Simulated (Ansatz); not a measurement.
**Question.** Sc (dhcp (α-La type), space group No. 194) is relaxed with r²SCAN (plane waves, PAW; program Ansatz). What lattice parameters of the conventional cell result?

**Answer.** a = 3.312 Å, c = 10.527 Å.

Space group P6_3/mmc (dhcp (α-La type)). The start of the workflow was typed in or built on a structure type. Its sites differ from those of the usual phase in this space group: another stacking or structure type. The cell was relaxed with r²SCAN under the symmetry of its start; its stability against distortions is not shown here. The run is not spin-polarised. Axis ratios of metals converge slowly with the k-mesh, so a and c are less sure than the volume.

Potentials: the later of the program's two PAW sets.
